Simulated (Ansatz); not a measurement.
HgTe:
```
HgTe
1.0
    0.00000     3.28642     3.28642
    3.28642     0.00000     3.28642
    3.28642     3.28642     0.00000
Te Hg
1 1
Direct
  0.75000   0.75000   0.75000
  0.00000   0.00000   0.00000
```

Relaxed with r²SCAN. Special points in fractions of this cell's reciprocal vectors: Γ (0.000, 0.000, 0.000); X (0.500, 0.000, 0.500); U (0.625, 0.250, 0.625); K (0.375, 0.375, 0.750); L (0.500, 0.500, 0.500); W (0.500, 0.250, 0.750).

List the band energies nearest the Fermi level at these points for the program Ansatz at the r²SCAN level (PAW).

In eV from the Fermi level; about four levels below and three above (degenerate sets whole), none deeper than 8.9 eV; points with the same levels are listed once.

| k | below | above |
|---|---|---|
| Γ | -0.54 -0.02 -0.02 -0.02 | 4.67 4.67 4.67 |
| X | -6.44 -5.30 -2.15 -2.15 | 2.09 2.86 8.47 |
| U | -6.37 -5.32 -2.76 -1.78 | 2.46 4.30 7.39 |
| L | -6.59 -5.31 -0.94 -0.94 | 0.94 5.44 5.44 |
| W | -6.30 -5.37 -2.49 -2.43 | 3.23 4.90 5.73 |

Space group F-43m (zinc blende). The cell was relaxed with r²SCAN under the symmetry of its start. The Fermi level of a semimetal is unsure by some 0.05 eV on such meshes. Scalar-relativistic: spin–orbit coupling is off unless named, which matters more the heavier the elements.

Potentials: the later of the program's two PAW sets.
